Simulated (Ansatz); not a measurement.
Polymorphs of CsSnI3, each relaxed with plane-wave PAW PBE (Ansatz code):

A: cubic perovskite (Pm-3m)
a = b = c = 6.2714 Å, α = β = γ = 90.00°

| atom | site | symmetry | x | y | z |
|---|---|---|---|---|---|
| Cs | 1a | m-3m | 0.0000 | 0.0000 | 0.0000 |
| Sn | 1b | m-3m | 0.5000 | 0.5000 | 0.5000 |
| I | 3c | 4/mm.m | 0.0000 | 0.5000 | 0.5000 |

B: Pnma
a = 10.874 Å, b = 4.819 Å, c = 18.057 Å, α = β = γ = 90.00°

```
atom  site  symmetry       x       y       z
----  ----  --------  ------  ------  ------
Cs      4c       .m.  0.0748  0.2500  0.3281
I       4c       .m.  0.4770  0.2500  0.3898
I       4c       .m.  0.1671  0.7500  0.4994
I       4c       .m.  0.2110  0.2500  0.7099
Sn      4c       .m.  0.1605  0.7500  0.0600
```

Q: Order them by energy per atom at 0 K (lowest first) at the level PBE.

A: B (+0 meV/atom), A (+6 meV/atom)

Q: Give each one's gap.

A: A 0.46 eV; B 2.08 eV.

Not the usual ambient phase: A. All cells were relaxed under the symmetry of their starts (and spin orders); stability against distortions was not tested throughout. Scalar-relativistic: spin–orbit coupling is off unless named, which matters more the heavier the elements.

Energies hold the estimated change up to a 700 eV cutoff; steps of a few meV lie near the error of the meshes.

Potentials: the later of the program's two PAW sets.
